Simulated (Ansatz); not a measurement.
Problem. TiSi2 in space group Fddd (No. 70; Ti on 8b, Si on 16f) is relaxed with DFT-PBEsol in the program Ansatz with PAW potentials. What lattice parameters of the conventional cell result?

Solution. a = 4.756 Å, b = 8.177 Å, c = 8.508 Å.

Problem. Give the free coordinates with the occupied sites.

Solution. In one choice of origin and axes:

```json
[
 {"atom": "Ti", "site": "8b", "symmetry": "222", "x": "0.5000", "y": "0.5000", "z": "0.5000"},
 {"atom": "Si", "site": "16f", "symmetry": ".2.", "x": "0.0000", "y": "0.1633", "z": "0.0000"}
]
```

Problem. Is it a metal or does it have a gap at this level?

Solution. No gap at this level.

Symmetry was held in the PBEsol relaxation. No spin polarisation was allowed.

Potentials: the earlier of the program's two PAW sets. The files were generated under PBE; for other functionals the program regenerates the frozen cores, and for LDA and PBEsol the local potential too.
